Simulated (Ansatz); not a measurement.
# Settings and field gradients in TiO2 with Cr replacing Ti

Cell: a supercell of TiO2 (rutile type, P4_2/mnm) built from a COD entry, with all atoms left at the host's positions.

Space group Pmmm (No. 47); a = 6.4944, b = 6.4944, c = 8.8722 Å.

| site | Wyckoff | site symmetry | x | y | z |
| --- | --- | --- | --- | --- | --- |
| Cr | 1a | mmm | 0.0000 | 0.0000 | 0.0000 |
| Ti2 | 2q | mm2 | 0.0000 | 0.0000 | 0.3333 |
| Ti4 | 1f | mmm | 0.5000 | 0.5000 | 0.0000 |
| Ti5 | 2t | mm2 | 0.5000 | 0.5000 | 0.3333 |
| Ti7 | 2s | mm2 | 0.5000 | 0.0000 | 0.1667 |
| Ti8 | 1d | mmm | 0.5000 | 0.0000 | 0.5000 |
| Ti10 | 2r | mm2 | 0.0000 | 0.5000 | 0.1667 |
| Ti11 | 1g | mmm | 0.0000 | 0.5000 | 0.5000 |
| O13 | 2i | 2mm | 0.3050 | 0.0000 | 0.0000 |
| O14 | 4w | .m. | 0.3050 | 0.0000 | 0.3333 |
| O16 | 2k | 2mm | 0.8050 | 0.5000 | 0.0000 |
| O17 | 4x | .m. | 0.8050 | 0.5000 | 0.3333 |
| O19 | 4v | m.. | 0.5000 | 0.3050 | 0.1667 |
| O20 | 2p | m2m | 0.5000 | 0.3050 | 0.5000 |
| O22 | 4u | m.. | 0.0000 | 0.8050 | 0.1667 |
| O23 | 2n | m2m | 0.0000 | 0.8050 | 0.5000 |

One atom of each set is listed.

Reference run. Method: Kohn–Sham DFT in Ansatz, PBE, plane waves and PAW, scalar-relativistic, collinear spin, 420 eV cutoff, Γ-centred 3×3×2 k-points, Fermi–Dirac smearing 0.01 eV, cell charge -1. Start moments as typed (μB): 3 on each Cr, none on the rest.

It gives V_zz (10²¹ V/m²) Cr 2.47 (η 0.02), O13 3.71 (η 0.52), Ti2 -2.54 (η 0.32), among others. Each of these runs changes the input as listed (caps on SCF iterations aside):

A. crystal.symmetry: not typed → {detect: false}; hamiltonian.hubbard: not typed → {sites: [{species: Ti, l: d, u_eff: 6.0}], double_counting: fll}
B. kpoints.mp_grid.grid: [3, 3, 2] → [3, 2, 3]

(1) Which of these changes matter for the gradients?

Results:

(1) 

```json
{"run": "A", "Cr V_zz (η)": "1.93 (0.28)", "O13 V_zz (η)": "-4.63 (0.77)", "Ti2 V_zz (η)": "-2.91 (0.30)", "largest change of a gradient tensor, all atoms": "2.08", "note": "converged; on O13 the largest value lies along another axis"}
{"run": "B", "Cr V_zz (η)": "2.42 (0.02)", "O13 V_zz (η)": "3.71 (0.53)", "Ti2 V_zz (η)": "-2.51 (0.33)", "largest change of a gradient tensor, all atoms": "0.15", "note": "converged"}
```

Run A moves them most, on O19 (V_zz from 2.39 to -4.44).

In run A the shift comes from hamiltonian.hubbard: the other keys steer the path to self-consistency or leave the density as it is.

On the reference run: The defect repeats with the cell of 36 atoms, so it feels its images: sites between two images don't show the values beside a lone defect, and zeros or small values of η there can come from the images' arrangement. O and Ti carry a gradient in the pure host already, so the values there aren't the defect's effect alone. A uniform background compensates the cell's charge. The neighbours have not yet relaxed around the defect (largest force 1.3 eV/Å), so a real crystal will differ.
